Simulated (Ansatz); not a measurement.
Below is a relaxed structure of Bi3B2. The cell was found from a structure generator's guess, not taken from experiment.

These are results of DFT PBE, scalar-relativistic, plane waves, PAW in Ansatz, not measurements. Cutoff 420 eV, Γ-centred mesh, Gaussian smearing, no spin polarisation.

```
B Bi
1.0
     0.00000    4.92473    4.92473
     4.92473    0.00000    4.92473
     4.92473    4.92473    0.00000
B Bi
4 6
Direct
  0.56241 0.56241 0.56241
  0.56241 0.56241 0.31276
  0.56241 0.31276 0.56241
  0.31276 0.56241 0.56241
  0.49584 0.00416 0.00416
  0.00416 0.49584 0.49584
  0.00416 0.49584 0.00416
  0.49584 0.00416 0.49584
  0.00416 0.00416 0.49584
  0.49584 0.49584 0.00416
```

Formation energies are uncorrected and refer to the elements' standard structures at the same level.

Problem. Find its symmetry and describe it.

Solution. F-43m (No. 216). Conventional cell: a = 9.849 Å. Around B lie 3 B at 1.74 Å and 3 Bi at 2.69 Å; Bi is surrounded by 2 B at 2.69 Å.

Problem. What is its formation energy per atom?

Solution. +0.76 eV/atom. The separate elements lie lower, so it is unstable against them.

Problem. Is it a metal?

Solution. Yes, bands cross the Fermi level on the 8×8×8 mesh.

Problem. From what recipe could a structure generator have reached it?

Solution. One such recipe: 3-, 6-connected net, elements by coordination (F-43m, No. 216). Other recipes can lead to the same cell.

The last run used an 8×8×8 mesh for its 10-atom cell and Gaussian smearing of 0.10 eV. These runs have no spin–orbit coupling, which can matter for Bi. A structure relaxed within its symmetry needn't be a true minimum.
